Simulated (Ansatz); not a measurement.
Question: Each is relaxed and computed with the program Ansatz at the PBEsol level (PAW). Which is the only metal?
A. BaGe3Pt, I4mm (Ba on 2a, Pt on 2a, Ge on 2a, Ge on 4b)
B. BaTiO3, P4mm (Ti on 1b, Ba on 1a, O on 1b, O on 2c)
C. BaZrS3, Pnma (Ba on 4c, Zr on 4a, S on 4c, S on 8d)
D. Ge3N4, P6_3/m (Ge on 6h, N on 6h, N on 2c)

Answer: A, BaGe3Pt, I4mm (Ba on 2a, Pt on 2a, Ge on 2a, Ge on 4b). BaGe3Pt: metal; BaZrS3: gap 0.92 eV (direct); Ge3N4: gap 2.09 eV (direct); BaTiO3: gap 1.85 eV (indirect). Standing as an ambient phase not checked: BaGe3Pt, I4mm (Ba on 2a, Pt on 2a, Ge on 2a, Ge on 4b). All cells were relaxed under the symmetry of their starts (and spin orders); stability against distortions was not tested throughout. Rows with no word on spin ran without spin polarisation. Spin–orbit coupling is left out wherever it is not named.

Potentials: the later of the program's two PAW sets.
